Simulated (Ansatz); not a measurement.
The numbers come from plane-wave PAW DFT (Ansatz): r2SCAN, no spin polarisation, 500 eV, 9×9×6 Γ-centred k points, gaussian occupations (width 0.0664 eV). Nothing was relaxed.

Computed maps in the lattice plane spanned by b (left to right, 4.23 Å, 13 points from zero) and c (bottom to top, 5.69 Å, 17 points from zero), 90° apart, at height 0.000 along a. The fields are smooth PAW ones with compensation charges, not the true ones near nuclei.

Valence density. Digits on a logarithmic scale: 0 up to 0.03 e/Å³, each further digit a factor of 1.6, 9 from 1.3 e/Å³ up:
```
9997544445799
9986544445689
7765555555567
6655455554556
6655555555556
9976545545679
9997544445799
9998543345899
9998543345899
9997544445799
9976545545679
6655555555556
6655455554556
7765555555567
9986544445689
9997544445799
9998543345899
```

ELF. Ten even steps from '0' (0.16) to '9' (0.69):
```
9973210012379
7642222222246
2212223322212
2222223322222
1112223322211
4422222222224
9852211112258
9973210012379
9973210012379
9852211112258
4422222222224
1112223322211
2222223322222
2212223322212
7642222222246
9973210012379
9983210012389
```

Question: The cell is BiPt. Which atoms lie within 0.2 Å of this plane, and where (fractions of b and c)?

Answer: Pt at (0.00, 0.00), Pt at (0.00, 0.50). The whole cell:
```
Bi Pt
1.0
     4.23271    0.00000    0.00000
    -2.11635    3.66563    0.00000
     0.00000    0.00000    5.69364
Bi Pt
2 2
Direct
  0.33333 0.66667 0.25000
  0.66667 0.33333 0.75000
  0.00000 0.00000 0.00000
  0.00000 0.00000 0.50000
```

Origin: a known structure type with other elements, at an estimated volume, so it need not be a known compound.
